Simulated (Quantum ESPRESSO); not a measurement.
Simulation results for Mg₂GaS₃F (made-up cell, one site empty)

All values are calculated (Quantum ESPRESSO 7.5). Calculation on a made-up crystal cell, not a measurement: periodic Kohn-Sham density functional theory in plane waves with PseudoDojo standard norm-conserving scalar-relativistic pseudopotentials, each functional with its own files (v0.5 for PBE, v0.4.1 for LDA and PBEsol), no spin polarisation, no spin-orbit coupling, atoms not relaxed, stress positive in tension, energies less a fixed whole-eV offset for each atom's element; levels are Kohn-Sham levels at fractions of this cell's reciprocal vectors, counted from the reference band (half the neutral cell's valence electrons, rounded up) at Gamma; error bars cover cutoff and k-mesh only, not smearing or the files; each bar is the largest change over components, and at least 0.002 eV, 0.002 eV per angstrom or 0.02 GPa; added strain carries the atoms with the cell, and shear is the tensor component; energies are for the whole cell, and the offsets were chosen from early runs and are not element reference energies; machines and their load varied, so run times do not measure scaling.

Mg₂GaS₃F (made-up cell, one site empty)

```
CELL_PARAMETERS angstrom
5.20170 -0.03020 -0.00460
-0.03020 5.05800 0.10210
-0.00460 0.10210 5.18690
ATOMIC_POSITIONS crystal
Mg 0.99011 0.48959 0.49401
Mg 0.47003 0.98046 0.49289
Ga 0.48634 0.51311 0.02538
F 0.24551 0.24076 0.25525
S 0.24416 0.75343 0.75754
S 0.76572 0.24212 0.74301
S 0.74973 0.75760 0.26164
```

| Item | Value |
| --- | --- |
| lattice type | zincblende/diamond |
| empty site | 1 |
| functional | pbe |
| cutoff | 1143 eV |
| fermi dirac smearing | 0.025 eV |
| scf tolerance | 1e-07 eV |
| electrons removed | 0 |
| run command | pw.x -nk 1 -in in |
| run processor | AMD EPYC, Zen 5 class, virtual cores |
| k mesh | 4 x 4 x 4, shifted by half a step |
| free energy less offsets | 9.033 eV |
| scf iterations | 10 |
| smearing term minus ts | 0 eV |
| pressure | 9.836 GPa |
| stress xx | -9.695 GPa |
| stress yy | -10.71 GPa |
| stress zz | -9.104 GPa |
| stress yz | 7.255 GPa |
| stress xz | 2.836 GPa |
| stress xy | -3.548 GPa |
| reference band | 29 |
| error bar energy | 0.002578 eV |
| error bar stress | 0.02 GPa |
| error bar force | 0.005382 eV/Å |
| error bar next band up | 0.002 eV |
| error bars from | tighter rerun of this cell |
| wall time of scf and band steps on a shared machine | 236.4 s |

Atoms:
```tsv
atoms element	atom site	atom energy offset (eV)
Mg	2	-1617
Mg	3	-1617
Ga	4	-2080
F	5	-677
S	6	-302
S	7	-302
S	8	-302
```

Forces:
```tsv
site	x (eV/Å)	y (eV/Å)	z (eV/Å)
2	2.445	-0.2884	-0.9583
3	0.9135	2.868	-1.156
4	1.239	-0.945	-1.292
5	0.5947	0.7539	0.4024
6	-2.13	-1.292	2.531
7	-2.614	-1.602	2.937
8	-0.4472	0.5046	-2.463
```

Levels:
```tsv
level k point	next band up (eV)
Gamma	0.8936
(1/2,1/2,1/2)	1.187
(0.15,0,0)	1.209
(0,0.15,0)	1.194
(0,0,0.15)	1.226
```
